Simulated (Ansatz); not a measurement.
A relaxed structure of SnS. Space group Fm-3m (No. 225), rock salt type. These are PBEsol (plane waves to 420 eV, PAW, scalar-relativistic; Ansatz, a first-principles code) values and carry that method's errors.

```cif
data_S4Sn4
_chemical_formula_sum 'S4 Sn4'
_space_group_name_H-M_alt 'Fm-3m'
_space_group_IT_number 225
_space_group_name_Hall '-F 4 2 3'
_cell_length_a 5.74400
_cell_length_b 5.74400
_cell_length_c 5.74400
_cell_angle_alpha 90.000
_cell_angle_beta 90.000
_cell_angle_gamma 90.000
loop_
_atom_site_label
_atom_site_type_symbol
_atom_site_symmetry_multiplicity
_atom_site_Wyckoff_symbol
_atom_site_fract_x
_atom_site_fract_y
_atom_site_fract_z
_atom_site_occupancy
S1 S 4 b 0.50000 0.50000 0.50000 1
Sn1 Sn 4 a 0.00000 0.00000 0.00000 1
```
(The calculation used a cell of 2 atoms; values per cell refer to that cell.)

For SnS, the volume per atom comes out as 23.69 Å³. The band gap is no clear gap: the sampled points leave 0.13 eV away from the symmetry points, which may be a band crossing missed between them. The shortest distances comes out as S–Sn 2.87 Å and the k-mesh is 14×14×14.

Band energies at high-symmetry points (eV from the VBM; labels of this space group; no spin-orbit coupling), from −5 eV up to 1.0 eV:

```tsv
point	energies
Γ	-4.85 -2.78 -2.78 -2.78
X	-4.24 -4.24
U	-3.75 -2.75
K	-3.75 -2.75
L	-2.56 -2.56 -0.21 0.66
W	-1.15
```

No spin polarisation in the result.

It was reached from a disturbed copy of a F-43m (No. 216) cell (zinc blende type), against which it lies -0.33 eV/atom.

The first start was generated by placing the elements on the sites of a structure type. A measured structure of SnS has the same space group, Fm-3m (No. 225); the sites were not compared with it. Another known form has space group No. 62.
